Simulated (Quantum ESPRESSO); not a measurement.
# Computed records: LiHf2MgTaGa3 (simulated cell), LiHf2Ta2Ir2Pd (simulated cell), LiHf2Ta2ReIr2 (simulated cell), LiHf2ZrTa2Ir2 (simulated cell) and others

Calculation on a made-up metal alloy cell, not a measurement: no spin or spin-orbit, unrelaxed, 2900 K smearing, stress positive in tension, cell energy less fitted offsets; periodic Kohn-Sham density functional theory in plane waves with PseudoDojo standard norm-conserving scalar-relativistic pseudopotentials, each functional with its own files (v0.5 for PBE, v0.4.1 for LDA and PBEsol), eight atoms on drawn sites of a strained close-packed or body-centred lattice, each displaced and held fixed; the energy is the cell's free energy, ions and the entropy term -TS included, at the stated Fermi-Dirac width, less a fixed offset for each atom's element (shifted free energy); compositions with an open d shell lost a parallel starting moment in a cheaper test run, and other magnetic orders were not tried; an error bar is the largest change of its kind in a tighter rerun, never given below 0.002 eV, 0.02 GPa or 0.003 eV/angstrom, and covers cutoff and k-mesh only, not smearing or the files. Program: Quantum ESPRESSO 7.5.

Common to all runs: functional pbe; fermi dirac smearing 0.25 eV; electrons removed 0; run command mpirun -np 4 pw.x -nk 4 -in in.

Notes on all entries: a spin test at this wide smearing found no moment, but such smearing suppresses magnetism that the real alloy may have; lattice, volume and sites are drawn at random and may be unstable or far from any real phase; energies are for the whole cell, less offsets fitted to these runs, so they are not formation energies.

(1) LiHf2MgTaGa3 (simulated cell)

```
LiHf2MgTaGa3
1.0
      4.7826    -2.7232     0.0952
     -3.2486     0.0721    -5.0242
      3.1957     5.4590    -0.0449
Mg Ta Hf Ga Hf Li Ga
1 1 1 2 1 1 1
Direct
  0.00471 0.00895 0.00436
  -0.00578 -0.00801 0.50972
  0.09026 0.50412 0.37123
  0.07839 0.50885 0.86602
  0.49799 -0.00616 0.23911
  0.47657 -0.02196 0.76400
  0.56623 0.49084 0.13170
  0.58158 0.51220 0.63453
```

* lattice type: hexagonal close-packed
* cutoff: 1143 eV
* run processor: Intel Xeon, 2023 or later, virtual cores
* k mesh: 5 x 5 x 4 shifted half a step off Gamma on each axis
* entropy term negative ts: -1.322 eV
* pressure: -9.56 GPa
* stress xx: 11.21 GPa
* stress yy: 8.83 GPa
* stress zz: 8.62 GPa
* stress yz: 1.95 GPa
* stress xz: 0.69 GPa
* stress xy: 1.92 GPa
* shifted free energy: 0.049 eV

Atoms:
| atoms element | atom site | atom energy offset (eV) |
| --- | --- | --- |
| Mg | 1 | -1616.19 |
| Ta | 2 | -1771.44 |
| Hf | 3 | -1535.13 |
| Ga | 4 | -2081.03 |
| Ga | 5 | -2081.03 |
| Hf | 6 | -1535.13 |
| Li | 7 | -195.67 |
| Ga | 8 | -2081.03 |

Forces:
| site | x (eV/Å) | y (eV/Å) | z (eV/Å) |
| --- | --- | --- | --- |
| 1 | -0.068 | 0.217 | 0.304 |
| 2 | 0.476 | 0.316 | 0.029 |
| 3 | -0.601 | 0.983 | -0.216 |
| 4 | 0.055 | 0.148 | 0.787 |
| 5 | 0.284 | 0.445 | 0.017 |
| 6 | 0.019 | -1.603 | -1.059 |
| 7 | 0.161 | -0.171 | -0.089 |
| 8 | -0.326 | -0.336 | 0.227 |

Notes: heavy elements are run without spin-orbit coupling, which real alloys of them have; error bars: energy 0.0041 eV, stress 0.057 GPa, force 0.0088 eV/Å, from a tighter rerun of a related cell, whose elements or sites may differ; 12 SCF iterations, 392 s of wall time on a shared machine.

(2) LiHf2Ta2Ir2Pd (simulated cell)

```
LiHf2Ta2Ir2Pd
1.0
      2.1496     4.2555     2.1063
      2.1447    -4.3061     2.2123
      2.1559     0.0807    -6.4867
Hf Ta Ir Pd Ir Li Ta Hf
1 1 1 1 1 1 1 1
Direct
  -0.00233 0.00330 0.00424
  0.11526 0.62001 0.23754
  0.24461 0.24354 0.49565
  0.38536 0.87731 0.75318
  0.49333 0.48507 -0.00505
  0.62729 0.13270 0.24531
  0.75350 0.75219 0.49820
  0.88367 0.37548 0.74723
```

- lattice type: face-centred cubic
- cutoff: 1116 eV
- run processor: AMD EPYC, Zen 5, virtual cores
- k mesh: 5 x 5 x 4 shifted half a step off Gamma on each axis
- entropy term negative ts: -1.808 eV
- pressure: -17.57 GPa
- stress xx: 18.75 GPa
- stress yy: 15.33 GPa
- stress zz: 18.64 GPa
- stress yz: 1.93 GPa
- stress xz: 1.46 GPa
- stress xy: 3.24 GPa
- shifted free energy: -0.077 eV

Atoms:
| atoms element | atom site | atom energy offset (eV) |
| --- | --- | --- |
| Hf | 1 | -1535.13 |
| Ta | 2 | -1771.44 |
| Ir | 3 | -3133.86 |
| Pd | 4 | -3687.45 |
| Ir | 5 | -3133.86 |
| Li | 6 | -195.67 |
| Ta | 7 | -1771.44 |
| Hf | 8 | -1535.13 |

Forces:
| site | x (eV/Å) | y (eV/Å) | z (eV/Å) |
| --- | --- | --- | --- |
| 1 | 0.233 | 0.203 | -0.182 |
| 2 | 1.343 | -0.064 | -1.066 |
| 3 | -0.396 | 0.124 | 0.274 |
| 4 | -0.288 | -0.033 | 0.281 |
| 5 | 0.581 | -0.074 | -0.517 |
| 6 | -0.187 | -0.011 | -0.097 |
| 7 | -0.821 | -0.011 | 0.799 |
| 8 | -0.464 | -0.133 | 0.508 |

Notes: heavy elements are run without spin-orbit coupling, which real alloys of them have; error bars: energy 0.002 eV, stress 0.023 GPa, force 0.0032 eV/Å, from a tighter rerun of a related cell, whose elements or sites may differ; 20 SCF iterations, 248 s of wall time on a shared machine.

(3) LiHf2Ta2ReIr2 (simulated cell)

```
LiHf2Ta2ReIr2
1.0
      2.1496     4.2555     2.1063
      2.1447    -4.3061     2.2123
      2.1559     0.0807    -6.4867
Hf Ta Ir Re Ir Li Ta Hf
1 1 1 1 1 1 1 1
Direct
  -0.00233 0.00330 0.00424
  0.11526 0.62001 0.23754
  0.24461 0.24354 0.49565
  0.38536 0.87731 0.75318
  0.49333 0.48507 -0.00505
  0.62729 0.13270 0.24531
  0.75350 0.75219 0.49820
  0.88367 0.37548 0.74723
```

- lattice type: face-centred cubic
- cutoff: 1116 eV
- run processor: AMD EPYC, Zen 5, virtual cores
- k mesh: 5 x 5 x 4 shifted half a step off Gamma on each axis
- entropy term negative ts: -1.898 eV
- pressure: -19.79 GPa
- stress xx: 20.44 GPa
- stress yy: 18.68 GPa
- stress zz: 20.27 GPa
- stress yz: 3.25 GPa
- stress xz: 1.5 GPa
- stress xy: 4.28 GPa
- shifted free energy: -0.025 eV

Atoms:
| atoms element | atom site | atom energy offset (eV) |
| --- | --- | --- |
| Hf | 1 | -1535.13 |
| Ta | 2 | -1771.44 |
| Ir | 3 | -3133.86 |
| Re | 4 | -2361.34 |
| Ir | 5 | -3133.86 |
| Li | 6 | -195.67 |
| Ta | 7 | -1771.44 |
| Hf | 8 | -1535.13 |

Forces:
| site | x (eV/Å) | y (eV/Å) | z (eV/Å) |
| --- | --- | --- | --- |
| 1 | 0.39 | 0.194 | -0.456 |
| 2 | 1.191 | -0.007 | -0.947 |
| 3 | 0.004 | 0.092 | -0.098 |
| 4 | -0.809 | -0.018 | 0.99 |
| 5 | 0.322 | 0.006 | -0.251 |
| 6 | -0.193 | -0.002 | -0.096 |
| 7 | -0.454 | -0.096 | 0.236 |
| 8 | -0.45 | -0.169 | 0.622 |

Notes: heavy elements are run without spin-orbit coupling, which real alloys of them have; error bars: energy 0.002 eV, stress 0.023 GPa, force 0.0032 eV/Å, from a tighter rerun of a related cell, whose elements or sites may differ; 15 SCF iterations, 203 s of wall time on a shared machine.

(4) LiHf2ZrTa2Ir2 (simulated cell)

```
LiHf2ZrTa2Ir2
1.0
      2.1496     4.2555     2.1063
      2.1447    -4.3061     2.2123
      2.1559     0.0807    -6.4867
Hf Ta Ir Zr Ir Li Ta Hf
1 1 1 1 1 1 1 1
Direct
  -0.00233 0.00330 0.00424
  0.11526 0.62001 0.23754
  0.24461 0.24354 0.49565
  0.38536 0.87731 0.75318
  0.49333 0.48507 -0.00505
  0.62729 0.13270 0.24531
  0.75350 0.75219 0.49820
  0.88367 0.37548 0.74723
```

* lattice type: face-centred cubic
* cutoff: 1116 eV
* run processor: AMD EPYC, Zen 5, virtual cores
* k mesh: 5 x 5 x 4 shifted half a step off Gamma on each axis
* entropy term negative ts: -1.98 eV
* pressure: -10.79 GPa
* stress xx: 10.89 GPa
* stress yy: 10.68 GPa
* stress zz: 10.81 GPa
* stress yz: 0.48 GPa
* stress xz: 0.06934 GPa
* stress xy: 1.18 GPa
* shifted free energy: -0.748 eV

Atoms:
| atoms element | atom site | atom energy offset (eV) |
| --- | --- | --- |
| Hf | 1 | -1535.13 |
| Ta | 2 | -1771.44 |
| Ir | 3 | -3133.86 |
| Zr | 4 | -1377.61 |
| Ir | 5 | -3133.86 |
| Li | 6 | -195.67 |
| Ta | 7 | -1771.44 |
| Hf | 8 | -1535.13 |

Forces:
| site | x (eV/Å) | y (eV/Å) | z (eV/Å) |
| --- | --- | --- | --- |
| 1 | 1.011 | 0.373 | -0.835 |
| 2 | 0.63 | -0.077 | -0.376 |
| 3 | -0.163 | 0.074 | 0.111 |
| 4 | -0.612 | -0.223 | 0.316 |
| 5 | 0.479 | -0.069 | -0.399 |
| 6 | 0.075 | -0.003 | -0.36 |
| 7 | -0.948 | 0.049 | 0.959 |
| 8 | -0.472 | -0.126 | 0.584 |

Notes: heavy elements are run without spin-orbit coupling, which real alloys of them have; error bars: energy 0.002 eV, stress 0.023 GPa, force 0.0032 eV/Å, from a tighter rerun of this cell; 15 SCF iterations, 202 s of wall time on a shared machine.

(5) LiHf3Ta2Ir2 (simulated cell)

```
LiHf3Ta2Ir2
1.0
      2.1496     4.2555     2.1063
      2.1447    -4.3061     2.2123
      2.1559     0.0807    -6.4867
Hf Ta Ir Hf Ir Li Ta Hf
1 1 1 1 1 1 1 1
Direct
  -0.00233 0.00330 0.00424
  0.11526 0.62001 0.23754
  0.24461 0.24354 0.49565
  0.38536 0.87731 0.75318
  0.49333 0.48507 -0.00505
  0.62729 0.13270 0.24531
  0.75350 0.75219 0.49820
  0.88367 0.37548 0.74723
```

- lattice type: face-centred cubic
- cutoff: 1116 eV
- run processor: AMD EPYC, Zen 5, virtual cores
- k mesh: 5 x 5 x 4 shifted half a step off Gamma on each axis
- entropy term negative ts: -1.949 eV
- pressure: -11.4 GPa
- stress xx: 11.4 GPa
- stress yy: 11.49 GPa
- stress zz: 11.3 GPa
- stress yz: 0.08803 GPa
- stress xz: -0.03677 GPa
- stress xy: 0.75 GPa
- shifted free energy: -0.861 eV

Atoms:
| atoms element | atom site | atom energy offset (eV) |
| --- | --- | --- |
| Hf | 1 | -1535.13 |
| Ta | 2 | -1771.44 |
| Ir | 3 | -3133.86 |
| Hf | 4 | -1535.13 |
| Ir | 5 | -3133.86 |
| Li | 6 | -195.67 |
| Ta | 7 | -1771.44 |
| Hf | 8 | -1535.13 |

Forces:
| site | x (eV/Å) | y (eV/Å) | z (eV/Å) |
| --- | --- | --- | --- |
| 1 | 1.005 | 0.395 | -0.8 |
| 2 | 0.716 | -0.073 | -0.456 |
| 3 | -0.084 | 0.069 | 0.045 |
| 4 | -0.704 | -0.274 | 0.395 |
| 5 | 0.371 | -0.047 | -0.302 |
| 6 | 0.062 | -0.002 | -0.348 |
| 7 | -0.888 | 0.055 | 0.903 |
| 8 | -0.478 | -0.122 | 0.564 |

Notes: heavy elements are run without spin-orbit coupling, which real alloys of them have; error bars: energy 0.002 eV, stress 0.023 GPa, force 0.0032 eV/Å, from a tighter rerun of a related cell, whose elements or sites may differ; 15 SCF iterations, 206 s of wall time on a shared machine.

(6) LiHfIn2Mo4 (simulated cell)

```
LiHfIn2Mo4
1.0
     -2.9704     0.0000     0.0000
      0.0000     0.0000    -4.8672
      0.0000   -10.2897     0.0000
In Mo Hf In Li Mo
1 3 1 1 1 1
Direct
  0.03777 0.00113 -0.00466
  -0.03124 0.04740 0.49921
  0.01118 0.48928 0.33361
  0.00478 0.51220 0.84268
  0.45088 0.00485 0.25767
  0.51394 0.01050 0.74871
  0.55326 0.54460 0.08990
  0.53831 0.51983 0.58838
```

- lattice type: hexagonal close-packed
- cutoff: 1088 eV
- run processor: Intel Xeon, 2023 or later, virtual cores
- k mesh: 8 x 5 x 3 shifted half a step off Gamma on each axis
- entropy term negative ts: -1.746 eV
- pressure: -3.47 GPa
- stress xx: 4.48 GPa
- stress yy: -0.49 GPa
- stress zz: 6.43 GPa
- stress yz: -2.11 GPa
- stress xz: -0.36 GPa
- stress xy: 0.76 GPa
- shifted free energy: 0.289 eV

Atoms:
| atoms element | atom site | atom energy offset (eV) |
| --- | --- | --- |
| In | 1 | -1808.02 |
| Mo | 2 | -1911.95 |
| Mo | 3 | -1911.95 |
| Mo | 4 | -1911.95 |
| Hf | 5 | -1535.13 |
| In | 6 | -1808.02 |
| Li | 7 | -195.67 |
| Mo | 8 | -1911.95 |

Forces:
| site | x (eV/Å) | y (eV/Å) | z (eV/Å) |
| --- | --- | --- | --- |
| 1 | 0.229 | -0.523 | -0.5 |
| 2 | 0.013 | 0.328 | 0.027 |
| 3 | 0.164 | -1.607 | -0.266 |
| 4 | -0.01 | 1.528 | 0.226 |
| 5 | -0.401 | -0.715 | 0.247 |
| 6 | 0.139 | 0.463 | -0.132 |
| 7 | 0.019 | 0.243 | 0.604 |
| 8 | -0.152 | 0.284 | -0.206 |

Notes: heavy elements are run without spin-orbit coupling, which real alloys of them have; error bars: energy 0.006 eV, stress 0.091 GPa, force 0.007 eV/Å, from a tighter rerun of this cell; 18 SCF iterations, 274 s of wall time on a shared machine.

(7) LiHfZr4ScW (simulated cell)

```
LiHfZr4ScW
1.0
     -0.0032    -0.0860    -5.1310
      0.0558     5.6230     0.0923
      6.3041     0.0644     0.0040
Hf Zr W Zr Sc Zr Li
1 1 1 2 1 1 1
Direct
  0.00176 0.00455 -0.00226
  -0.00152 0.01219 0.49406
  0.00425 0.50037 0.24976
  0.01188 0.49608 0.74808
  0.49620 0.33073 -0.00149
  0.50743 0.32754 0.50111
  0.49255 0.82605 0.25461
  0.50099 0.82624 0.75083
```

* lattice type: hexagonal close-packed
* cutoff: 1116 eV
* run processor: Intel Xeon, 2023 or later, virtual cores
* k mesh: 5 x 4 x 4 shifted half a step off Gamma on each axis
* entropy term negative ts: -2.189 eV
* pressure: -4.68 GPa
* stress xx: 4.22 GPa
* stress yy: 6.18 GPa
* stress zz: 3.66 GPa
* stress yz: 0.34 GPa
* stress xz: 0.11 GPa
* stress xy: 0.13 GPa
* shifted free energy: 1.033 eV

Atoms:
| atoms element | atom site | atom energy offset (eV) |
| --- | --- | --- |
| Hf | 1 | -1535.13 |
| Zr | 2 | -1377.61 |
| W | 3 | -2063.48 |
| Zr | 4 | -1377.61 |
| Zr | 5 | -1377.61 |
| Sc | 6 | -1317.21 |
| Zr | 7 | -1377.61 |
| Li | 8 | -195.67 |

Forces:
| site | x (eV/Å) | y (eV/Å) | z (eV/Å) |
| --- | --- | --- | --- |
| 1 | 0.436 | -0.169 | 0.151 |
| 2 | -0.341 | -0.149 | -0.051 |
| 3 | -0.348 | 0.128 | 0.02 |
| 4 | -0.026 | 0.617 | 0.117 |
| 5 | 0.805 | 0.152 | -0.278 |
| 6 | -0.318 | 0.303 | 0.04 |
| 7 | -0.267 | -1.043 | 0.027 |
| 8 | 0.061 | 0.162 | -0.027 |

Notes: heavy elements are run without spin-orbit coupling, which real alloys of them have; error bars: energy 0.0023 eV, stress 0.021 GPa, force 0.003 eV/Å, from a tighter rerun of this cell; 18 SCF iterations, 280 s of wall time on a shared machine.

(8) LiMg3Ag3Ru (simulated cell)

```
LiMg3Ag3Ru
1.0
      2.9781    -0.0184    -0.0130
     -0.0319     5.3057     0.0263
     -0.0411     0.0480     9.4476
Li Mg Ag Mg Ag Ru Ag Mg
1 1 1 1 1 1 1 1
Direct
  -0.00212 0.01782 0.01036
  0.01905 0.01555 0.49225
  -0.02783 0.30897 0.26175
  -0.02804 0.35374 0.75684
  0.52688 0.49872 0.00742
  0.50225 0.49713 0.48141
  0.54092 0.83996 0.25136
  0.53621 0.82113 0.75399
```

- lattice type: hexagonal close-packed
- cutoff: 1143 eV
- run processor: Intel Xeon, 2023 or later, virtual cores
- k mesh: 8 x 5 x 3 shifted half a step off Gamma on each axis
- entropy term negative ts: -0.93 eV
- pressure: -1.76 GPa
- stress xx: 2.07 GPa
- stress yy: 2.41 GPa
- stress zz: 0.81 GPa
- stress yz: 0.56 GPa
- stress xz: 0.04975 GPa
- stress xy: -0.15 GPa
- shifted free energy: -1.117 eV

Atoms:
| atoms element | atom site | atom energy offset (eV) |
| --- | --- | --- |
| Li | 1 | -195.67 |
| Mg | 2 | -1616.19 |
| Ag | 3 | -4218.03 |
| Mg | 4 | -1616.19 |
| Ag | 5 | -4218.03 |
| Ru | 6 | -2750.51 |
| Ag | 7 | -4218.03 |
| Mg | 8 | -1616.19 |

Forces:
| site | x (eV/Å) | y (eV/Å) | z (eV/Å) |
| --- | --- | --- | --- |
| 1 | 0.137 | -0.064 | 0.166 |
| 2 | 0.089 | -0.318 | 0.094 |
| 3 | 0.293 | 0.516 | -0.78 |
| 4 | 0.27 | -0.372 | -0.664 |
| 5 | -0.168 | 0.087 | -0.031 |
| 6 | -0.085 | 0.4 | 1.628 |
| 7 | -0.255 | -0.432 | -0.2 |
| 8 | -0.281 | 0.182 | -0.212 |

Notes: error bars: energy 0.0031 eV, stress 0.075 GPa, force 0.013 eV/Å, from a tighter rerun of this cell; 13 SCF iterations, 144 s of wall time on a shared machine.

(9) LiMg3TaAl3 (simulated cell)

```
LiMg3TaAl3
1.0
      3.0520     0.0000     4.9176
      3.0520     0.0000    -4.9176
     -3.0520     5.2862     0.0000
Al Mg Li Ta Mg Al
2 2 1 1 1 1
Direct
  0.00801 0.00605 0.01360
  -0.00737 -0.01274 0.49569
  0.40924 0.91229 0.32235
  0.40480 0.91284 0.82780
  0.51063 0.50233 -0.00038
  0.52106 0.52191 0.52105
  0.91887 0.41682 0.33470
  0.91359 0.41540 0.83190
```

* lattice type: hexagonal close-packed
* cutoff: 1143 eV
* run processor: Intel Xeon, older, virtual cores
* k mesh: 6 x 6 x 5 shifted half a step off Gamma on each axis
* entropy term negative ts: -0.942 eV
* pressure: -4.36 GPa
* stress xx: 6.38 GPa
* stress yy: 4.33 GPa
* stress zz: 2.35 GPa
* stress yz: 0.38 GPa
* stress xz: -0.13 GPa
* stress xy: 1.8 GPa
* shifted free energy: 0.508 eV

Atoms:
| atoms element | atom site | atom energy offset (eV) |
| --- | --- | --- |
| Al | 1 | -63.26 |
| Al | 2 | -63.26 |
| Mg | 3 | -1616.19 |
| Mg | 4 | -1616.19 |
| Li | 5 | -195.67 |
| Ta | 6 | -1771.44 |
| Mg | 7 | -1616.19 |
| Al | 8 | -63.26 |

Forces:
| site | x (eV/Å) | y (eV/Å) | z (eV/Å) |
| --- | --- | --- | --- |
| 1 | 0.004 | -0.208 | -0.273 |
| 2 | 0.074 | 0.177 | -0.371 |
| 3 | -0.015 | 0.444 | 0.128 |
| 4 | 0.165 | -0.123 | 0.081 |
| 5 | -0.107 | 0.065 | -0.153 |
| 6 | -0.177 | -0.097 | 0.759 |
| 7 | 0.058 | 0.161 | 0.068 |
| 8 | -0.002 | -0.419 | -0.24 |

Notes: heavy elements are run without spin-orbit coupling, which real alloys of them have; error bars: energy 0.0037 eV, stress 0.041 GPa, force 0.0069 eV/Å, from a tighter rerun of a related cell, whose elements or sites may differ; 10 SCF iterations, 278 s of wall time on a shared machine.

(10) LiMg3TaAl3 (simulated cell)

```
LiMg3TaAl3
1.0
      3.0520     0.0000     4.9176
      3.0520     0.0000    -4.9176
     -3.0520     5.2862     0.0000
Al Mg Al Li Ta Mg
2 2 1 1 1 1
Direct
  0.00801 0.00605 0.01360
  -0.00737 -0.01274 0.49569
  0.40924 0.91229 0.32235
  0.40480 0.91284 0.82780
  0.51063 0.50233 -0.00038
  0.52106 0.52191 0.52105
  0.91887 0.41682 0.33470
  0.91359 0.41540 0.83190
```

- lattice type: hexagonal close-packed
- cutoff: 1143 eV
- run processor: Intel Xeon, older, virtual cores
- k mesh: 6 x 6 x 5 shifted half a step off Gamma on each axis
- entropy term negative ts: -1.056 eV
- pressure: -3.69 GPa
- stress xx: 2.4 GPa
- stress yy: 3.27 GPa
- stress zz: 5.42 GPa
- stress yz: 0.12 GPa
- stress xz: -1.73 GPa
- stress xy: 0.11 GPa
- shifted free energy: 0.761 eV

Atoms:
| atoms element | atom site | atom energy offset (eV) |
| --- | --- | --- |
| Al | 1 | -63.26 |
| Al | 2 | -63.26 |
| Mg | 3 | -1616.19 |
| Mg | 4 | -1616.19 |
| Al | 5 | -63.26 |
| Li | 6 | -195.67 |
| Ta | 7 | -1771.44 |
| Mg | 8 | -1616.19 |

Forces:
| site | x (eV/Å) | y (eV/Å) | z (eV/Å) |
| --- | --- | --- | --- |
| 1 | 0.103 | 0.39 | -0.673 |
| 2 | 0.151 | -0.386 | -0.116 |
| 3 | 0.021 | 0.275 | 0.099 |
| 4 | 0.145 | 0.091 | 0.096 |
| 5 | -0.18 | 0.503 | 0.339 |
| 6 | -0.106 | -0.286 | -0.009 |
| 7 | -0.115 | -0.532 | 0.036 |
| 8 | -0.018 | -0.055 | 0.227 |

Notes: heavy elements are run without spin-orbit coupling, which real alloys of them have; error bars: energy 0.0037 eV, stress 0.041 GPa, force 0.0069 eV/Å, from a tighter rerun of a related cell, whose elements or sites may differ; 10 SCF iterations, 275 s of wall time on a shared machine.
